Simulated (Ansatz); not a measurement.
**From the elastic tensor of TaMo$_{2}$C$_{3}$ to moduli and sound speeds**

Level of theory: Ansatz 0.2.0, DFT PBE, scalar-relativistic, plane waves, PAW. Settings: 420 eV plane-wave cutoff, Γ-centred 12×12×2 mesh, Gaussian smearing of 0.10 eV. No spin polarisation.

Space group P6_3/mmc (No. 194), hexagonal, a = 3.040 Å, c = 15.971 Å. Ta is surrounded by 6 C at 2.20 Å, 6 Ta at 3.04 Å and 6 Mo at 3.14 Å; around Mo lie 6 C at 2.17–2.24 Å, 1 Mo at 2.79 Å, 6 Mo at 3.04 Å and 3 Ta at 3.14 Å; around C on a site of symmetry 3m lie 3 Mo at 2.17 Å and 3 Ta at 2.20 Å; around C on a site of symmetry -6m2 lie 6 Mo at 2.24 Å.

The structure comes from a proposed guess, relaxed at this level; another structure or a mixture of phases may lie lower. In a metal, frequencies and elastic constants depend on the k mesh and the smearing, soft modes and shear constants most. Spin–orbit coupling is left out, which matters for heavy elements.

Relaxed-ion constants (GPa, on the Cartesian axes of the calculation):
```
592.5 180.2 201.4   0.0   0.0   0.0
180.2 592.5 201.4   0.0   0.0   0.0
201.4 201.4 672.3   0.0   0.0   0.0
  0.0   0.0   0.0 193.9   0.0   0.0
  0.0   0.0   0.0   0.0 193.9   0.0
  0.0   0.0   0.0   0.0   0.0 206.2
```

Density 10.623 g/cm³; 12 atoms in 127.83 Å³.

With S = C⁻¹: B_V = (C11+C22+C33+2(C12+C13+C23))/9, G_V = (C11+C22+C33−C12−C13−C23+3(C44+C55+C66))/15, 1/B_R = S11+S22+S33+2(S12+S13+S23), 15/G_R = 4(S11+S22+S33−S12−S13−S23)+3(S44+S55+S66); Hill is their mean. Then v_l = √((B+4G/3)/ρ), v_t = √(G/ρ), v_m = [(2/v_t³+1/v_l³)/3]^(−1/3) and Θ = (ħ/k_B)·v_m·(6π²n/V)^(1/3) for n atoms in the volume V; E = 9BG/(3B+G), ν = (3B−2G)/(2(3B+G)) and A^U = 5G_V/G_R + B_V/B_R − 6.

```json
{
  "Bulk modulus, Voigt / Reuss / Hill": "335.9 / 334.2 / 335.0 GPa",
  "Shear modulus, Voigt / Reuss / Hill": "203.7 / 203.1 / 203.4 GPa",
  "Young's modulus": "508 GPa",
  "Poisson ratio": "0.248",
  "Pugh ratio B/G": "1.65 (under 1.75, the rule of thumb for brittle)",
  "Universal anisotropy index": "0.02",
  "Longitudinal and transverse sound speeds": "7555 and 4376 m/s",
  "Debye temperature from the mean sound speed": "657 K"
}
```
